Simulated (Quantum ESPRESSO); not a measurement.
A free-standing MoS2 monolayer (symmetry P-6m2, slab cell 16.1 Å high) has a direct gap of 1.81 eV with norm-conserving PBEsol (Quantum ESPRESSO, 80 Ry, scalar-relativistic). After a biaxial strain (in the plane, atoms relaxed) the gap is indirect, 1.87 eV.

Task: Which strain was applied?
A. +3 %
B. -3 %
C. +1.5 %
D. +5 %
E. -1.5 %

Result: E, -1.5 %. Gaps found: -3 %: 1.77 eV (indirect); -1.5 %: 1.87 eV (indirect); 0 %: 1.81 eV (direct); 1.5 %: 1.50 eV (indirect); 3 %: 1.16 eV (indirect); 5 %: 0.76 eV (indirect).

Spin-orbit coupling is not included.
